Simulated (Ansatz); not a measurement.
# LaC in the rocksalt structure

Level of theory: DFT, PBE, scalar-relativistic, no spin polarisation; plane waves to 420 eV with PAW datasets (Ansatz 0.2.0), 4×4×4 k-mesh, Gaussian smearing of 0.05 eV. The datasets are Ansatz's generated set soft_2.

```yaml
crystal:
  lattice:
    - [0.00000, 5.43317, 5.43317]
    - [5.43317, 0.00000, 5.43317]
    - [5.43317, 5.43317, 0.00000]
  atoms:
    - { symbol: La, position: [0.25000, 0.25000, 0.25000] }
    - { symbol: C, position: [0.00000, 0.00000, 0.00000] }
    - { symbol: La, position: [0.25000, 0.25000, 0.75000] }
    - { symbol: C, position: [0.00000, 0.00000, 0.50000] }
    - { symbol: La, position: [0.25000, 0.75000, 0.25000] }
    - { symbol: C, position: [0.00000, 0.50000, 0.00000] }
    - { symbol: La, position: [0.25000, 0.75000, 0.75000] }
    - { symbol: C, position: [0.00000, 0.50000, 0.50000] }
    - { symbol: La, position: [0.75000, 0.25000, 0.25000] }
    - { symbol: C, position: [0.50000, 0.00000, 0.00000] }
    - { symbol: La, position: [0.75000, 0.25000, 0.75000] }
    - { symbol: C, position: [0.50000, 0.00000, 0.50000] }
    - { symbol: La, position: [0.75000, 0.75000, 0.25000] }
    - { symbol: C, position: [0.50000, 0.50000, 0.00000] }
    - { symbol: La, position: [0.75000, 0.75000, 0.75000] }
    - { symbol: C, position: [0.50000, 0.50000, 0.50000] }
```

The start was a prototype's sites filled with these elements, not a measured cell.

The cell above (space group Fm-3m at a tolerance of 0.05 Å) comes from a relaxation within its symmetry on a finer mesh. All atoms were then moved at random (spread 0.05 Å) and the cell was relaxed without symmetry.

**Question.** What does it relax into?

**Answer.** It doesn't stay. The energy falls by 34.1 meV/atom and the symmetry goes from Fm-3m to Cmcm (No. 63, tolerance 0.05 Å), with a volume change of -0.5 %. It stays metallic.

The relaxed cell:

```xyz
16
Lattice="0.0001 5.7771 5.3019 5.2098 0.0001 5.3020 5.2098 5.7771 0.0000" Properties=species:S:1:pos:R:3 pbc="T T T"
La    2.6756    2.8854    2.6586
C    -0.2247   -0.0051    0.0077
La    5.2803    5.7726    2.6588
C     2.3806    2.8858    0.0076
La    5.1010    2.8841    5.3096
C     2.7904   -0.0026    2.6586
La    7.7056    5.7739    5.3097
C     5.3955    2.8835    2.6585
La    2.4959    5.7740    5.3097
C     0.1857    2.8835    2.6585
La    5.1010    8.6612    5.3097
C     2.7906    5.7744    2.6587
La    5.2804    5.7726    7.9604
C     2.3809    2.8861    5.3095
La    7.8854    8.6625    7.9605
C     4.9859    5.7721    5.3096
```

Conventional cell at that tolerance: a = 5.78 Å, b = 5.21 Å, c = 5.30 Å, α = 90.00°, β = 90.00°, γ = 90.00°.

```csv
"step (a selection, trial steps included)",E − E(end) (meV/atom)
1,46.4
2,39.3
4,20.6
5,18.8
7,12.5
8,9.2
9,4.8
11,3.6
12,1.9
13,1.9
15,0.8
16,0.2
18,0.0
19,0.0
```

Spin–orbit coupling, which matters for such heavy elements, is left out. The k-mesh is coarse, so small energy differences aren't converged.
